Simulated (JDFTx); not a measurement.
Input for a modified build of JDFTx: aluminate, AlH4O4 (SMILES [OH][Al-]([OH])([OH])[OH]), charge -1, multiplicity 1, linear PCM (GLSSA13), dimethyl sulfoxide, 1 M NaF; lengths in bohr, energies in hartree. JDFTx counts charge in electrons: elec-initial-charge is the number of excess electrons. This linear run has a cavity as tight as the nonlinear model's, a pairing that the parameters may not suit. The run starts from orbitals saved by an earlier run of the same system.

```
lattice \
  23.1491450267 0.0000000000 0.0000000000 \
  0.0000000000 23.1491450267 0.0000000000 \
  0.0000000000 0.0000000000 22.6767134955
coords-type Cartesian
ion O -0.4062194174 2.8061959708 1.9885854717 0
ion Al 0.0058270479 0.2310850054 -0.0439943266 0
ion O -2.7404726224 -0.0270119677 -1.8647872985 0
ion O 2.7412722854 0.7988762105 -1.8109447161 0
ion O 0.4252398903 -2.6544261777 1.5138093086 0
ion H -1.9792702448 2.9788834844 2.8247478474 0
ion H -3.0020435664 -1.5147812429 -2.8247478474 0
ion H 3.0020435664 2.4334740512 -2.4915552010 0
ion H 1.9953191247 -2.9788834844 2.3089278325 0
ion-species pseudo/o_pbe_v1.2.upf
ion-species pseudo/al_pbe_v1.upf
ion-species pseudo/h_pbe_v1.4.upf
elec-cutoff 20 100
elec-ex-corr gga-PBE
symmetries none
elec-n-bands 16
elec-initial-charge +1
electronic-minimize nIterations 150 energyDiffThreshold 1e-7
fluid LinearPCM
pcm-variant GLSSA13
fluid-solvent DMSO
fluid-cation Na+ 1
fluid-anion F- 1
fluid-minimize nIterations 400 knormThreshold 1e-11
wavefunction read s4.wfns
dump-name s5.$VAR
dump End State Ecomponents EigStats BandEigs Forces ElecDensity IonicPositions FluidDebug
```

The log closes as follows.

```
[...]
ElecMinimize: Iter:   9  Etot: -69.126323878018951  |grad|_K:  2.980e-07  alpha:  8.731e-01  linmin:  2.721e-03
ElecMinimize: Iter:  10  Etot: -69.126323940487566  |grad|_K:  1.617e-07  alpha:  8.510e-01  linmin: -4.490e-02
ElecMinimize: Iter:  11  Etot: -69.126323960966417  |grad|_K:  9.504e-08  alpha:  9.064e-01  linmin:  5.225e-05
ElecMinimize: Converged (|Delta Etot|<1.000000e-07 for 2 iters).

# Ionic positions in cartesian coordinates:
ion O  -0.406219417400000   2.806195970800000   1.988585471700000 0
ion O  -2.740472622400000  -0.027011967700000  -1.864787298500000 0
ion O   2.741272285400000   0.798876210500000  -1.810944716100000 0
ion O   0.425239890300000  -2.654426177700000   1.513809308600000 0
ion Al   0.005827047900000   0.231085005400000  -0.043994326600000 0
ion H  -1.979270244800000   2.978883484400000   2.824747847400000 0
ion H  -3.002043566400000  -1.514781242900000  -2.824747847400000 0
ion H   3.002043566400000   2.433474051200000  -2.491555201000000 0
ion H   1.995319124700000  -2.978883484400000   2.308927832500000 0

# Forces in Cartesian coordinates:
force O   0.030049519689357   0.007838028330122  -0.008624393987163 0
force O  -0.007117952290674   0.029174782355153   0.011749138403651 0
force O   0.007003032975734  -0.030678211934958   0.006494911283483 0
force O  -0.030207796729551  -0.006206120238147  -0.009899391072712 0
force Al   0.000129154431644  -0.000084696616238  -0.000053422475988 0
force H  -0.031768948542927   0.003362977732148   0.016985781079863 0
force H  -0.004895315083640  -0.030007438713518  -0.019326917214442 0
force H   0.004910502437002   0.033018925604005  -0.013751151111285 0
force H   0.031809636947536  -0.006272545548952   0.016139145948086 0

# Energy components:
   A_diel =       -0.0828425525113963
   Eewald =       32.7887101275260733
       EH =       95.3475997611425612
     Eloc =     -222.6147767593487856
      Enl =        9.5645840455310065
      Exc =      -18.5781190984810607
 Exc_core =        1.5124151034741387
       KE =       32.9386365231348250
  MuShift =       -0.0025311114337776
-------------------------------------
     Etot =      -69.1263239609664168


	eMin: -0.852299 at state 0 ( [ +0.000000 +0.000000 +0.000000 ] spin 0 )
	HOMO: -0.213877 at state 0 ( [ +0.000000 +0.000000 +0.000000 ] spin 0 )
```

The run took 12 electronic cycles (a count that differs between repeats, as do the digits past 10⁻⁶ Ha); the highest occupied level lies at -5.82 eV from the bulk liquid. The continuum can't coordinate to the solute or react with it.
